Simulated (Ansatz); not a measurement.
A relaxed structure of CdS is spoiled in several ways and relaxed again each time (noise and exchanges are one random draw each; pressure is positive under compression). Calculation: PBEsol (plane waves to 420 eV, PAW, scalar-relativistic; Ansatz, a program for electronic structure).

Space group P6₃mc (No. 186); a = 4.123 Å, b = 4.123 Å, c = 6.712 Å, α = 90.00°, β = 90.00°, γ = 120.00°

```tsv
atom	site	symmetry	x	y	z
Cd	2b	3m.	0.6667	0.3333	0.0007
S	2b	3m.	0.3333	0.6667	0.1245
```

Task: One start gave a first pressure of -6.5 GPa and released 0.14 eV/atom. Which change was it?
A. doubled along one cell vector, shaken by Gaussian noise of σ = 0.08 Å a coordinate
B. deformed by the Cartesian strain tensor (xx, yy, zz, yz, xz, xy) = (0.016, 0.069, 0.087, 0.049, 0.000, -0.022)
C. with every coordinate shifted by Gaussian noise of σ = 0.45 Å

Result: B, deformed by the Cartesian strain tensor (xx, yy, zz, yz, xz, xy) = (0.016, 0.069, 0.087, 0.049, 0.000, -0.022). All starts:

```csv
change,first pressure (GPa),first V (Å³/atom),released (eV/atom),moves,outcome,final group,E − E(parent) (eV/atom)
with every coordinate shifted by Gaussian noise of σ = 0.45 Å,–,24.70,2.9,8,returns to the parent,P6₃mc,0.000
"deformed by the Cartesian strain tensor (xx, yy, zz, yz, xz, xy) = (0.016, 0.069, 0.087, 0.049, 0.000, -0.022)",-6.5,29.09,0.14,5,returns to the parent,P6₃mc,0.000
"doubled along one cell vector, shaken by Gaussian noise of σ = 0.08 Å a coordinate",1.0,24.70,0.071,3,returns to the parent,P6₃mc,0.000
```

First-step values come from each run's starting, coarser k-mesh (7×7×4, 7×6×3, 4×7×4). Each cell has its own k-point mesh; energy differences are given only to the digits this allows. No spin polarisation in the result.
